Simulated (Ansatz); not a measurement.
## InBiPd: what a change of kpoints.mp_grid.grid, scf.max_iter does

Level of theory: PBEsol, no spin polarisation, scalar-relativistic; Ansatz, plane waves to 420 eV (PAW set soft_2), k-mesh 4×8×4. These are the settings of the reference run.

Cell:

```
CELL_PARAMETERS angstrom
7.37596 0.00000 0.00000
0.00000 4.14779 0.00000
0.00000 0.00000 8.53304
ATOMIC_POSITIONS crystal
Bi 0.94907 0.25000 0.66154
Bi 0.55093 0.75000 0.16154
Bi 0.44907 0.25000 0.83846
Bi 0.05093 0.75000 0.33846
In 0.36592 0.25000 0.43785
In 0.13408 0.75000 0.93785
In 0.86592 0.25000 0.06215
In 0.63408 0.75000 0.56215
Pd 0.23976 0.25000 0.13368
Pd 0.26024 0.75000 0.63368
Pd 0.73976 0.25000 0.36632
Pd 0.76024 0.75000 0.86632
```

The reference run of this cell is solved again as a single point with these keys changed:

| key | reference run | changed run |
| --- | --- | --- |
| kpoints.mp_grid.grid | [4, 8, 4] | [4, 7, 5] |
| scf.max_iter | not typed | 80 |

Does this change matter?



| quantity | reference run | changed run |
| --- | --- | --- |
| energy, changed less reference (meV an atom) | 0 | -1.0 |
| pressure (GPa) | 0.0 | 0.0 |
| largest force (eV/Å) | 0.01 | 0.04 |
| gap on the mesh (eV) | 0.00 | 0.00 |

The energy moves by 1.0 meV an atom (0.01 eV for the cell). It took 7 iterations from the trained starting density.

Caveats: a single point, atoms not relaxed again.
